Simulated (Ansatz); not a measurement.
Sr₂ZnWO₆:
```yaml
crystal:
  lattice:
    - [-2.78725, 2.78725, 4.01618]
    - [2.78725, -2.78725, 4.01618]
    - [2.78725, 2.78725, -4.01618]
  atoms:
    - { symbol: Sr, position: [0.25000, 0.75000, 0.50000] }
    - { symbol: Sr, position: [0.75000, 0.25000, 0.50000] }
    - { symbol: Zn, position: [0.50000, 0.50000, 0.00000] }
    - { symbol: W, position: [0.00000, 0.00000, 0.00000] }
    - { symbol: O, position: [0.80245, 0.71867, 0.52112] }
    - { symbol: O, position: [0.19755, 0.28133, 0.47888] }
    - { symbol: O, position: [0.71867, 0.19755, 0.91622] }
    - { symbol: O, position: [0.28133, 0.80245, 0.08378] }
    - { symbol: O, position: [0.23914, 0.23914, 0.00000] }
    - { symbol: O, position: [0.76086, 0.76086, 0.00000] }
```

Relaxed with r²SCAN. Special points in fractions of this cell's reciprocal vectors: Γ (0.000, 0.000, 0.000); X (0.000, 0.000, 0.500); P (0.250, 0.250, 0.250); N (0.000, 0.500, 0.000); M (0.500, 0.500, -0.500); S (0.370, 0.630, -0.370); S0 (-0.370, 0.370, 0.370); R (-0.241, 0.241, 0.500); G (0.500, 0.500, -0.241).

**Question.** List the band energies nearest the valence-band maximum at these points for plane-wave PAW r²SCAN with spin–orbit coupling (Ansatz code).

**Answer.** In eV from the valence-band maximum; about four levels below and three above (degenerate sets whole), none deeper than 8.9 eV; points with the same levels are listed once.

```
k                                below                above
-  -----------------------------------  -------------------
Γ              -0.33 -0.33 -0.32 -0.32  3.40 3.40 3.48 3.48
X              -0.56 -0.56 -0.33 -0.33  3.33 3.33 3.94 3.94
P  -0.68 -0.68 -0.68 -0.68 -0.57 -0.57  3.63 3.63 3.80 3.80
N                -0.16 -0.16 0.00 0.00  3.48 3.48 3.67 3.67
M              -0.87 -0.87 -0.41 -0.41  3.44 3.44 4.10 4.10
S              -0.55 -0.55 -0.46 -0.46  3.56 3.56 3.94 3.94
R              -0.65 -0.65 -0.41 -0.41  3.62 3.62 3.83 3.83
```

Space group I4/m. The first step of the workflow began from a Materials Project structure, measured or hypothetical; the Crystallography Open Database copy checked does not list it. COD files the formula under space group No. 14, 225, so this cell is another polymorph or a model. With Zn and W taken as one species the cell has the higher symmetry I4/mcm, so it may be an ordered model of a mixed-site phase. Whether it is the stable phase at ambient conditions was not checked. The cell was relaxed with r²SCAN under the symmetry of its start; whether a distortion lowers the energy is not shown. The run is not spin-polarised. No Hubbard U is applied.

Potentials: the later of the program's two PAW sets.
